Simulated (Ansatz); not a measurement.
ScIn₃, DFT, PBEsol, all-electron PAW with datasets made for the crystal, scalar-relativistic (Ansatz 0.2.0), run on 1 thread of Intel(R) Xeon(R) Platinum 8488C (Sapphire Rapids) on a shared host.

The geometry is COD entry 1539387, unchecked; take it as a test cell. The listed cell was then made from it by scaling, straining or moving an atom.

Command: `ansatz run input.yaml --threads 1 --pin off --max-ram 4096MiB --backend cpu --events-out ev --progress --plain --runs-dir out`

```yaml
crystal:
  lattice:
    - [4.4450835006, 0.0, 0.0]
    - [0.0, 4.4450835006, 0.0]
    - [0.0, 0.0, 4.4450835006]
  atoms:
    - { symbol: Sc, position: [0.0, 0.0, 0.0] }
    - { symbol: In, position: [0.0, 0.5, 0.5] }
    - { symbol: In, position: [0.5, 0.0, 0.5] }
    - { symbol: In, position: [0.5, 0.5, 0.0] }
kpoints:
  mp_grid: { grid: [8, 8, 8] }
scf:
  occupations: { method: fermi_dirac, width: 0.08 }
hamiltonian:
  xc: pbesol
  pseudopotentials: { kind: all_electron, datasets: crystal }
output:
  forces: true
  stress: true
  eigenvalues: true
  efg: { contact_densities: true }
```

(1) How large is the problem that the program sets up?

(2) About how long does it take, and how much memory does it use?

(3) And the same cell and mesh by PAW (frozen-core files), asked for forces, stress, eigenvalues, efg, write_density, write_potential, elf, on the same hardware?

Results:

(1) 35 irreducible k-points, 847 plane waves at Γ, 30 bands.

(2) 13 s of wall time for 11 SCF iterations, with a peak of 0.6 GiB. Times on shared machines scatter by tens of per cent.

(3) 6.5 s, peak memory 0.51 GiB.
